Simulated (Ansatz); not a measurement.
Mg2Si (fluorite or antifluorite type), relaxed with PBEsol (Ansatz, a quantum-chemistry and plane-wave program, plane waves, PAW): a = b = c = 6.326 Å, α = β = γ = 90.00°.

| Quantity | Result |
|---|---|
| gap (eV) | 0.11 |
| B₀ by P(V) fit (GPa) | 56.0 |

The same phase is relaxed and computed with HSE06 in the same code. What are the cell and these values now?

a = b = c = 6.3371 Å, α = β = γ = 90.00°.

- gap (eV): 0.56
- B₀ by P(V) fit (GPa): 58.1

All cells were relaxed under the symmetry of their starts (and spin orders); stability against distortions was not tested throughout.

Potentials: the later of the program's two PAW sets.

Ansatz is a plane-wave DFT program.
